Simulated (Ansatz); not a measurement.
**Several inputs for BaTiO3 with nitrogen replacing O**

Cell: a supercell of BaTiO3 (cubic perovskite type, Pm-3m) built from a refined structure from the COD, with all atoms left at the host's positions.

Space group P4/mmm (No. 123); a = 8.0120, c = 8.0120 Å.

```csv
site,Wyckoff,site symmetry,x,y,z
Ba1,4j,m.2m,0.2500,0.2500,0.0000
Ba5,4k,m.2m,0.2500,0.2500,0.5000
Ti9,2g,4mm,0.0000,0.0000,0.7500
Ti10,4i,2mm.,0.0000,0.5000,0.7500
Ti12,2h,4mm,0.5000,0.5000,0.7500
N,1a,4/mmm,0.0000,0.0000,0.0000
O18,2f,mmm.,0.0000,0.5000,0.0000
O20,1c,4/mmm,0.5000,0.5000,0.0000
O21,1b,4/mmm,0.0000,0.0000,0.5000
O22,2e,mmm.,0.0000,0.5000,0.5000
O24,1d,4/mmm,0.5000,0.5000,0.5000
O25,8s,.m.,0.2500,0.0000,0.7500
O26,8t,.m.,0.2500,0.5000,0.7500
```

One atom of each set is listed.

Reference run. Level of theory: DFT, PBE, plane waves and PAW, scalar-relativistic, collinear spin, 420 eV cutoff, Γ-centred 3×3×3 k-points, Fermi–Dirac smearing 0.01 eV (Ansatz 0.2.0). Start moments as typed (μB): 1 on each N, none on the rest.

It gives V_zz (10²¹ V/m²) N -5.40 (η 0.00), Ti9 -3.17 (η 0.00), O24 2.59 (η 0.00), among others. Each of these runs changes the input as listed (caps on SCF iterations aside):

A. total_charge: not typed → 1; scf.initial_density.chi_scale: not typed → 0.3
B. basis.ecutrho_ratio: not typed → 6; basis.ecutwfc: not typed → 36.7 Ry

Q: How does each run end, and how far do the gradients move?

A: 

```
run    N V_zz (η)  Ti9 V_zz (η)  O24 V_zz (η)  largest change of a gradient tensor, all atoms                                                                             note
  A  -8.72 (0.00)  -2.27 (0.00)   2.44 (0.00)                                            3.31  converged; cell charge +1 on a uniform background; absolute moment 1.2 → 2.4 μB
  B  -5.42 (0.00)  -3.17 (0.00)   2.60 (0.00)                                            0.01                                                                        converged
```

Run A moves them most, on N (V_zz from -5.40 to -8.72); against its own size the tensor moves most on Ba1 among sites above 0.3 (by 2.56, V_zz from 0.35 to 2.91).

On the reference run: The defect repeats with the cell of 40 atoms, so it feels its images: sites between two images don't show the values beside a lone defect, and zeros or small values of η there can come from the images' arrangement. O carries a gradient in the pure host already, so the values there aren't the defect's effect alone. This high-symmetry form of BaTiO3 is unstable when cold, to polar off-centring of Ti. The symmetry of the cell holds that distortion back, wholly or in part, and it would change the field gradients, the more the larger the distortion. The defect cell has no gap above 0.1 eV on its mesh, so the values can hang on the smearing and the k-mesh. Without spin–orbit coupling (the program notes it for Ba) the gradients can shift somewhat, as the gap is small. The neighbours have not yet relaxed around the defect (largest force 0.25 eV/Å), so a real crystal will differ.
